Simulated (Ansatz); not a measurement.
Relaxed-ion elastic tensor of SiO2 (rutile, P4_2/mnm) in GPa (Voigt order), plane-wave PAW LDA (Ansatz code); density 4.34 g/cm³, 7.66 Å³ per atom.

```
452  223  196  0.0  0.0  0.0
223  452  196  0.0  0.0  0.0
196  196  749  0.0  0.0  0.0
0.0  0.0  0.0  253  0.0  0.0
0.0  0.0  0.0  0.0  253  0.0
0.0  0.0  0.0  0.0  0.0  326
```

Is the crystal mechanically stable?

Yes: the smallest eigenvalue of C is 229 GPa.

Work out the Voigt, Reuss and Hill averages.

K_V = 320, K_R = 308, K_H = 314; G_V = 236, G_R = 207, G_H = 221 GPa.

Give Young's modulus, Poisson's ratio, Pugh's ratio and the universal anisotropy index.

E = 9KG/(3K + G) = 538 GPa; ν = 0.21; K/G = 1.42 (brittle by the Pugh limit of 1.75); A_U = 5G_V/G_R + K_V/K_R − 6 = 0.74.

Estimate the sound speeds and the Debye temperature.

v_l = √((K + 4G/3)/ρ) = 11800 m/s, v_t = √(G/ρ) = 7140 m/s, mean 7890 m/s; Θ = (h/k)(3n/4πV)^(1/3) v_m = 1190 K.

Solve the Christoffel equation for the three sound speeds along x, y, z.

Eigenvalues of C_ijkl n_j n_l equal ρv². In km/s, slowest first: x 7.64, 8.66, 10.20; y 7.64, 8.66, 10.20; z 7.64, 7.64, 13.13.

How much does each axis shrink under pressure?

Linear compressibilities β_i = Σ_j S_ij (j = 1 to 3): x 1.3, y 1.3, z 0.66 per TPa.

This is a known high-pressure phase of the composition, computed here at zero pressure and temperature. The LDA relaxation kept the symmetry of its start; its stability against distortions is not shown here.

Potentials: the earlier of the program's two PAW sets. The files were generated under PBE; for other functionals the program regenerates the frozen cores, and for LDA and PBEsol the local potential too.
